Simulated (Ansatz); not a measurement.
KMgF3:
```xyz
5
Lattice="3.9807 0.0000 0.0000 0.0000 3.9807 0.0000 0.0000 0.0000 3.9807" Properties=species:S:1:pos:R:3 pbc="T T T"
K      1.9904     1.9904     1.9904
Mg     0.0000     0.0000     0.0000
F      1.9904     0.0000     0.0000
F      0.0000     1.9904     0.0000
F      0.0000     0.0000     1.9904
```

This is the r²SCAN-relaxed structure.

Question: All from DFT-r²SCAN in the program Ansatz with PAW potentials, unless another level is named. Estimate the electron effective mass.

Answer: 0.52 mₑ (isotropic).

Question: What about the HSE06 gap on the r²SCAN cell?

Answer: 9.61 eV.

Question: Next, the weight of the valence-edge state by species (Voronoi cells)?

Answer: F 99 %.

Space group Pm-3m (cubic perovskite). Symmetry was held in the r²SCAN relaxation; phonons on a q-mesh show no instability.

Potentials: the later of the program's two PAW sets.
